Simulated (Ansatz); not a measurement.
**Sensitivity of the gradients in KBr with a K vacancy to the input**

This input was run with Ansatz:

```yaml
crystal:
  lattice:
    - [0.0, 9.9, 9.9]
    - [9.9, 0.0, 9.9]
    - [9.9, 9.9, 0.0]
  atoms:
    - { symbol: K, position: [0.0, 0.0, 0.3333333333] }
    - { symbol: K, position: [0.0, 0.0, 0.6666666667] }
    - { symbol: K, position: [0.0, 0.3333333333, 0.0] }
    - { symbol: K, position: [0.0, 0.3333333333, 0.3333333333] }
    - { symbol: K, position: [0.0, 0.3333333333, 0.6666666667] }
    - { symbol: K, position: [0.0, 0.6666666667, 0.0] }
    - { symbol: K, position: [0.0, 0.6666666667, 0.3333333333] }
    - { symbol: K, position: [0.0, 0.6666666667, 0.6666666667] }
    - { symbol: K, position: [0.3333333333, 0.0, 0.0] }
    - { symbol: K, position: [0.3333333333, 0.0, 0.3333333333] }
    - { symbol: K, position: [0.3333333333, 0.0, 0.6666666667] }
    - { symbol: K, position: [0.3333333333, 0.3333333333, 0.0] }
    - { symbol: K, position: [0.3333333333, 0.3333333333, 0.3333333333] }
    - { symbol: K, position: [0.3333333333, 0.3333333333, 0.6666666667] }
    - { symbol: K, position: [0.3333333333, 0.6666666667, 0.0] }
    - { symbol: K, position: [0.3333333333, 0.6666666667, 0.3333333333] }
    - { symbol: K, position: [0.3333333333, 0.6666666667, 0.6666666667] }
    - { symbol: K, position: [0.6666666667, 0.0, 0.0] }
    - { symbol: K, position: [0.6666666667, 0.0, 0.3333333333] }
    - { symbol: K, position: [0.6666666667, 0.0, 0.6666666667] }
    - { symbol: K, position: [0.6666666667, 0.3333333333, 0.0] }
    - { symbol: K, position: [0.6666666667, 0.3333333333, 0.3333333333] }
    - { symbol: K, position: [0.6666666667, 0.3333333333, 0.6666666667] }
    - { symbol: K, position: [0.6666666667, 0.6666666667, 0.0] }
    - { symbol: K, position: [0.6666666667, 0.6666666667, 0.3333333333] }
    - { symbol: K, position: [0.6666666667, 0.6666666667, 0.6666666667] }
    - { symbol: Br, position: [0.1666666667, 0.1666666667, 0.1666666667] }
    - { symbol: Br, position: [0.1666666667, 0.1666666667, 0.5] }
    - { symbol: Br, position: [0.1666666667, 0.1666666667, 0.8333333333] }
    - { symbol: Br, position: [0.1666666667, 0.5, 0.1666666667] }
    - { symbol: Br, position: [0.1666666667, 0.5, 0.5] }
    - { symbol: Br, position: [0.1666666667, 0.5, 0.8333333333] }
    - { symbol: Br, position: [0.1666666667, 0.8333333333, 0.1666666667] }
    - { symbol: Br, position: [0.1666666667, 0.8333333333, 0.5] }
    - { symbol: Br, position: [0.1666666667, 0.8333333333, 0.8333333333] }
    - { symbol: Br, position: [0.5, 0.1666666667, 0.1666666667] }
    - { symbol: Br, position: [0.5, 0.1666666667, 0.5] }
    - { symbol: Br, position: [0.5, 0.1666666667, 0.8333333333] }
    - { symbol: Br, position: [0.5, 0.5, 0.1666666667] }
    - { symbol: Br, position: [0.5, 0.5, 0.5] }
    - { symbol: Br, position: [0.5, 0.5, 0.8333333333] }
    - { symbol: Br, position: [0.5, 0.8333333333, 0.1666666667] }
    - { symbol: Br, position: [0.5, 0.8333333333, 0.5] }
    - { symbol: Br, position: [0.5, 0.8333333333, 0.8333333333] }
    - { symbol: Br, position: [0.8333333333, 0.1666666667, 0.1666666667] }
    - { symbol: Br, position: [0.8333333333, 0.1666666667, 0.5] }
    - { symbol: Br, position: [0.8333333333, 0.1666666667, 0.8333333333] }
    - { symbol: Br, position: [0.8333333333, 0.5, 0.1666666667] }
    - { symbol: Br, position: [0.8333333333, 0.5, 0.5] }
    - { symbol: Br, position: [0.8333333333, 0.5, 0.8333333333] }
    - { symbol: Br, position: [0.8333333333, 0.8333333333, 0.1666666667] }
    - { symbol: Br, position: [0.8333333333, 0.8333333333, 0.5] }
    - { symbol: Br, position: [0.8333333333, 0.8333333333, 0.8333333333] }
total_charge: -1
kpoints:
  mp_grid: { grid: [2, 2, 2] }
scf:
  occupations: { method: fermi_dirac, width: 0.01 }
hamiltonian:
  xc: rpbe
  pseudopotentials: { kind: paw }
output:
  forces: true
  stress: true
  populations: true
  efg:
    quadrupole_moments_barn: { K: 0.0603, Br: 0.2579 }
    contact_densities: true
  write_density: true
  write_potential: true
  elf: true
  volumetric_format: npy
```

It converged. Of its output the block on the nuclei alone is shown, without the SCF iterations, energies, forces and stress (one atom of each set):

```
--- PAW observables at the nuclei: V_zz in 10²¹ V/m², potentials from the cell's mean, atoms counted from 1 ---
  atom   1  K  V_zz =    +0.282137   η = 0.3317   by run symmetry: allowed   C_q = +0.4114 MHz
            electrostatic potential = -2062.559524 V   contact ρ = 34794.268724 e/Å³
  atom   4  K  V_zz =    -0.001021   η = 0.0000   by run symmetry: allowed   C_q = -0.0015 MHz
            electrostatic potential = -2062.312822 V   contact ρ = 34794.278734 e/Å³
  atom  14  K  V_zz =    -0.364377   η = 0.0000   by run symmetry: allowed   C_q = -0.5313 MHz
            electrostatic potential = -2062.424716 V   contact ρ = 34794.317418 e/Å³
  atom  27  Br V_zz =    -0.734052   η = 0.0000   by run symmetry: allowed   C_q = -4.5775 MHz
            electrostatic potential = -4904.384877 V   contact ρ = 293391.456647 e/Å³
  atom  29  Br V_zz =    -3.411600   η = 0.0000   by run symmetry: allowed   C_q = -21.2747 MHz
            electrostatic potential = -4905.029747 V   contact ρ = 293392.278926 e/Å³
  atom  31  Br V_zz =    -0.897468   η = 0.2217   by run symmetry: allowed   C_q = -5.5966 MHz
            electrostatic potential = -4904.342236 V   contact ρ = 293391.455416 e/Å³
  atom  40  Br V_zz =    +0.000000   η = 0.0000   by run symmetry: forbidden   C_q = +0.0000 MHz
            electrostatic potential = -4904.268464 V   contact ρ = 293391.446757 e/Å³
```

Task: Can these gradients be trusted, and how do they compare with a run on standard settings?

Result: As results of these settings, within the limits told below. Against the standard input the change is `hamiltonian.xc`: pbe → rpbe. A site carries the number of its first atom; V_zz in 10²¹ V/m².

| site | V_zz standard | η standard | V_zz here | η here |
| --- | --- | --- | --- | --- |
| K1 | 0.28 | 0.29 | 0.28 | 0.33 |
| K14 | -0.37 | 0.00 | -0.36 | 0.00 |
| Br27 | -0.74 | 0.00 | -0.73 | 0.00 |
| Br29 | -3.58 | 0.00 | -3.41 | 0.00 |
| Br31 | -0.92 | 0.21 | -0.90 | 0.22 |

The largest change of V_zz is on Br29, from -3.58 to -3.41. In per cent, |V_zz| changes by -5 to -1 on Br (all sites that start above 0.5). Sites with |V_zz| of 0.02 or less aren't listed. SCF iterations: 7 and 7.

On the reference run: The defect repeats with the cell of 53 atoms, so it feels its images: sites between two images don't show the values beside a lone defect, and zeros or small values of η there can come from the images' arrangement. A uniform background compensates the cell's charge. The neighbours have not yet relaxed around the defect (largest force 0.24 eV/Å), so a real crystal will differ.
